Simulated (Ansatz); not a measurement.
MnCo₂Sb₄, a known structure type with other elements, at an estimated volume

```
CELL_PARAMETERS angstrom
1.96288 3.39981 0.00000
-1.96288 3.39981 0.00000
0.00000 -2.26654 12.35314
ATOMIC_POSITIONS crystal
Mn 0.00000 0.00000 0.00000
Co 0.42490 0.42490 0.27470
Co 0.57510 0.57510 0.72530
Sb 0.13330 0.13330 0.39990
Sb 0.86670 0.86670 0.60010
Sb 0.29440 0.29440 0.88320
Sb 0.70560 0.70560 0.11680
```

The numbers come from plane-wave PAW DFT (Ansatz): PBE, no spin polarisation, 420 eV, 8×8×8 Γ-centred k points, fermi-dirac occupations (width 0.1 eV). Nothing was relaxed.

(1) Is it stable against the elements?

(2) What do density and ELF say about some of the short contacts?

(3) What happens at the Fermi level?

(4) Give the Bader charges.

Origin: a known structure type with other elements, at an estimated volume, so it need not be a known compound. Caveats: no spin polarisation, so a magnetic state may lie lower; atoms or cell far from equilibrium.

## Answers

(1) 0.56 eV an atom against the elements' usual phases (free molecules for gases, crystals otherwise, with no correction for O₂ or N₂), so at this geometry it isn't bound against them. Relaxing would lower it.

(2) Mn–Sb at 2.69 Å: least valence density 0.34 e/Å³ and ELF 0.36 there. Co–Sb at 2.74 Å: least valence density 0.31 e/Å³ and ELF 0.49 there. These are pseudo-fields; inside the PAW spheres they differ from the all-electron ones.

(3) It is a metal, with about 11 states/eV a cell as the mean within 0.25 eV of the Fermi level, mostly Mn d (47 %), Co d (34 %) and Sb p (12 %).

(4) Bader charges in e: Mn +0.21, Co +0.00, Sb -0.18 to +0.08. In the mean Mn gives up most and Sb takes most.
